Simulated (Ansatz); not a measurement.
The start is a generated cell, Si placed in the AFLOW prototype A_hR1_166_a (A10, as in Hg). Cell shape, volume and atoms are optimised at zero target pressure with PBEsol (plane waves to 420 eV, PAW, scalar-relativistic; Ansatz, an electronic-structure program). First-step values are on the input's coarse k-mesh.

Ansatz input (later rounds restart from its end on a renewed k-mesh):
Ansatz 0.2 input:
```yaml
crystal:
  lattice:
    - [1.5067375, 0.8699153, 1.9359375]
    - [-1.5067375, 0.8699153, 1.9359375]
    - [0, -1.7398306, 1.9359375]
  atoms:
    - { symbol: Si, position: [0, 0, 0] }
basis: { ecutwfc: 420, ecutrho_ratio: 4, xc_grid: 2, fft_grid_basis: typed }
kpoints: { mp_grid: { grid: [10, 10, 10] } }
hamiltonian:
  xc: pbesol
  dispersion: none
  pseudopotentials: { azcp: { folder: ./paw }, kind: paw }
scf: { occupations: { method: fermi_dirac, width: 0.05 } }
relax: { f_tol: 0.01, max_steps: 100, cell: { stress_tol: 0.02 } }
output: { forces: true, stress: true }
```

Problem. What pressure does the first self-consistent step give?

Solution. -4 GPa (negative: the cell is under tension).

Problem. What symmetry does the relaxed structure have?

Solution. The space group goes from R-3m (No. 166) to Pm-3m (No. 221); the end is simple cubic type, with 1 atom in the primitive cell.

Problem. By how much does the energy per atom fall from start to end?

Solution. 0.16 to 0.19 eV/atom (the two k-meshes of the run give this range).

Problem. How does the volume change?

Solution. +4.4 %, from 15.22 to 15.90 Å³/atom.

Problem. How do the shortest distances between atoms change?

Solution. The closest pairs of elements (up to four, under 3.6 Å), start → end: Si–Si 2.60 → 2.51 Å.

Problem. What band gap does the relaxed structure have at this level?

Solution. Zero (metallic).

Problem. Write out the relaxed structure.

Solution. 
```cif
data_Si
_chemical_formula_sum 'Si1'
_space_group_name_H-M_alt 'Pm-3m'
_space_group_IT_number 221
_space_group_name_Hall '-P 4 2 3'
_cell_length_a 2.51458
_cell_length_b 2.51458
_cell_length_c 2.51458
_cell_angle_alpha 90.000
_cell_angle_beta 90.000
_cell_angle_gamma 90.000
loop_
_atom_site_label
_atom_site_type_symbol
_atom_site_symmetry_multiplicity
_atom_site_Wyckoff_symbol
_atom_site_fract_x
_atom_site_fract_y
_atom_site_fract_z
_atom_site_occupancy
Si1 Si 1 a 0.00000 0.00000 0.00000 1
```

Final values are on a 18×18×18 k-mesh of the relaxed cell. No spin polarisation in the result.

The run could not lose the symmetry of its start, so the end can be a saddle point.

The relaxed structure here is a generated cell of Si: the first start was made by placing the elements on the sites of a structure type, and the end was not matched to a known phase here, so it may be hypothetical. Known forms of Si include space group No. 227.
